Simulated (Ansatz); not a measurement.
Input and command of a plane-wave DFT calculation in Ansatz:

```yaml
crystal:
  lattice:
    - [0.0, -1.8075, -1.8075]
    - [0.0, 1.8075, -1.8075]
    - [3.615, 0.0, 0.0]
  atoms:
    - { symbol: Cu, position: [0.5, 0.5, 0.520746888] }
    - { symbol: Cu, position: [0.0, 0.0, -0.020746888] }
basis:
  ecutwfc: 420
kpoints:
  mp_grid: { grid: [18, 18, 14] }
hamiltonian:
  xc: pbesol
scf:
  occupations: { method: gaussian, width: 0.15 }
output:
  forces: true
  stress: true
  eigenvalues: true
```

```bash
ansatz run input.yaml --threads 2 --pin off --max-ram 5120MiB --backend cpu --events-out ev --progress --plain --runs-dir out
```

Processor: AMD EPYC 9R45 96-Core Processor (Zen 5), 2 threads, on a host shared with other jobs.

**Question.** Estimate time, memory and problem size.

**Answer.** About 2.1 s on 2 threads of AMD EPYC 9R45 96-Core Processor (Zen 5), on a shared host, peak memory 0.52 GiB. It solves 23 bands at 440 k points (the mesh reduced by symmetry) with about 481 plane waves, in 6 SCF iterations.
